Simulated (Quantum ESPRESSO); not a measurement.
# Fitting the PBE energy curve of HgF3

```xyz
4
Lattice="0.0000 2.8632 2.8632 2.8632 0.0000 2.8632 2.8632 2.8632 0.0000" Properties=species:S:1:pos:R:3 pbc="T T T"
Hg    0.0000    0.0000    0.0000
F     2.8632    2.8632    2.8632
F     4.2948    4.2948    4.2948
F     1.4316    1.4316    1.4316
```

The cell comes from a database or a generator and needn't be the stable form of this composition.

The cell was scaled at fixed shape and fractions and run with Quantum ESPRESSO, SSSP 1.3 efficiency PBE, cutoff 816 eV; PBE, k mesh 8 × 8 × 8 on the cell of 4 atoms, fermi-dirac occupations of 0.05 eV, no spin polarisation, no spin-orbit coupling. Energies are those that the program minimises, any entropy of the smearing included. For a metal such a mesh isn't converged to the digits shown.

```csv
V (Å³/atom),energy over the lowest row (meV/atom)
11.0316,18.928
11.2663,9.430
11.5011,3.370
11.7358,0.340
11.9705,0.000
12.2052,?
12.4399,6.163
```

Problem. Fit the third-order Birch-Murnaghan form, give V0, B0 and B′, and predict the energy left open.

Solution. With y = (V0/V)^(2/3), E = E0 + (9 V0 B0/16) [(y - 1)³ B′ + (y - 1)² (6 - 4y)]. Least squares through the rows shown give V0 = 11.8840 Å³/atom, E0 = -0.166 meV, B0 = 85.75 GPa (1 eV/Å³ = 160.218 GPa) and B′ = 5.22, with a largest miss of 0.003 meV. At V = 12.2052 the form with these constants gives 2.032 meV; the run gave 2.029 meV an atom.
